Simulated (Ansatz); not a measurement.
## BiBrO: levels and charges under dearer methods

A database entry relaxed whole under r2SCAN at zero pressure (P4/nmm, No. 129):

```
Bi Br O
1.0
     3.92577    0.00000    0.00000
     0.00000    3.92577    0.00000
     0.00000    0.00000    8.54383
Bi Br O
2 2 2
Direct
  0.00000 0.50000 0.14594
  0.50000 0.00000 0.85406
  0.00000 0.50000 0.66879
  0.50000 0.00000 0.33121
  0.00000 0.00000 0.00000
  0.50000 0.50000 0.00000
```

Its volume is 21.95 Å³ an atom, +6.3 % against the entry's 20.64, which is old or was flagged in a check.

Single points on this cell with plane-wave PAW DFT (Ansatz 0.2.0; r2SCAN 500 eV, hybrids 420 eV; fermi-dirac occupations of width 0.020 eV; no moments): r2SCAN on a 8×8×4 Γ-centred mesh; r2SCAN with spin-orbit coupling on a 8×8×4 Γ-centred mesh; HSE06 on a 6×6×4 Γ-centred mesh; PBE0 on a 6×6×4 Γ-centred mesh.

Q: How do gap, pressure and charges move from level to level?

A: The runs give:

```
                          level               gap (eV), or kind  pressure (GPa)  Bader charge of Bi (e)  Bader charge of Br (e)  Bader charge of O (e)
                         r2SCAN                            2.64             0.0                   +1.87                   -0.63                  -1.24
r2SCAN with spin-orbit coupling                            2.28             0.3                   +1.81                   -0.61                  -1.20
                          HSE06  its mesh misses the band edges            -0.8                   +1.91                   -0.64                  -1.26
                           PBE0  its mesh misses the band edges            -0.8                   +1.91                   -0.65                  -1.27
```

Under r2SCAN the gap is 2.64 eV, over mesh and band path. Spin-orbit coupling moves the r2SCAN gap by -0.36 eV. The charge on Bi goes from +1.87 to +1.91 e under HSE06.

Caveats: the relaxation kept the start's symmetry; hybrid pressures are good to a few tenths of a GPa; no dispersion correction, so weakly bound layers or chains stand too far apart and gaps read wide; pressure is positive in compression.
